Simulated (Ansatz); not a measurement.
A relaxed cell of AlRu (Pm-3m (No. 221)), relaxed on a k-mesh at least as fine as the one used below. Computed with r2SCAN (plane waves to 500 eV, PAW, scalar-relativistic; Ansatz, a program for electronic structure). Γ-centred k-mesh 11×6×11 on the run's cell (coarser than for final values), Fermi–Dirac smearing 0.05 eV.

```yaml
crystal:
  lattice:
    - [2.98255, 0.00000, 0.00000]
    - [0.00000, 5.96509, 0.00000]
    - [0.00000, 0.00000, 2.98255]
  atoms:
    - { symbol: Al, position: [0.00000, 0.00000, 0.00000] }
    - { symbol: Al, position: [0.00000, 0.50000, 0.00000] }
    - { symbol: Ru, position: [0.50000, 0.25000, 0.50000] }
    - { symbol: Ru, position: [0.50000, 0.75000, 0.50000] }
```

Every atom was then displaced, and the forces became (eV/Å):

| atom | Fx | Fy | Fz |
|---|---|---|---|
| Al1 | 0.27 | 0.29 | -1.91 |
| Al2 | -0.82 | -0.06 | -0.61 |
| Ru3 | 0.31 | 0.08 | 0.79 |
| Ru4 | 0.24 | -0.31 | 1.74 |

Q: Which atom was moved farthest relative to the others, and in which direction?

A: Al1, by (-0.04, 0.00, 0.16) Å (0.16 Å, mean shift removed); the next is Ru4 with 0.13 Å. Its force makes an angle of 169° with its move.

All displacements (Å):

| atom | ux | uy | uz |
|---|---|---|---|
| Al1 | -0.001 | 0.014 | 0.102 |
| Al2 | 0.120 | 0.013 | -0.056 |
| Ru3 | 0.021 | 0.019 | -0.087 |
| Ru4 | 0.027 | 0.015 | -0.180 |

Q: Estimate the energy cost of the displacement in the harmonic approximation and compare with the calculation.

A: For a harmonic well ΔE = −½ Σ F·u = 0.313 eV a cell, or 78 meV/atom. The calculated energy relative to the undisplaced cell is +0.08 eV/atom, so the harmonic estimate holds well.

No spin polarisation in the result.

The run that gave the undisplaced cell could not lose the symmetry of its start; a randomly shaken copy of 4 atoms returns to this structure.
